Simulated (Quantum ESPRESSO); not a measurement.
```cif
data_AlAs
_chemical_formula_sum 'Al1 As1'
_space_group_name_H-M_alt 'P 1'
_space_group_IT_number 1
_cell_length_a 4.05289
_cell_length_b 4.05289
_cell_length_c 4.05289
_cell_angle_alpha 60.000
_cell_angle_beta 60.000
_cell_angle_gamma 60.000
loop_
_space_group_symop_operation_xyz
  'x, y, z'
loop_
_atom_site_label
_atom_site_type_symbol
_atom_site_fract_x
_atom_site_fract_y
_atom_site_fract_z
_atom_site_occupancy
Al1 Al 0.00000 0.00000 0.00000 1
As1 As 0.25000 0.25000 0.25000 1
```

The PBEsol cell relaxed from Materials Project entry mp-2172 was given an isotropic strain of +1 % on all lattice vectors, and the atoms were relaxed again.

Q: What does PBEsol (pw.x of Quantum ESPRESSO, ONCV potentials, no spin-orbit coupling) give for the electronic structure near the Fermi level?

A: The PBEsol gap is indirect, 1.39 eV, from Γ to X; the smallest direct gap is 1.67 eV. Spin-orbit splittings are left out.
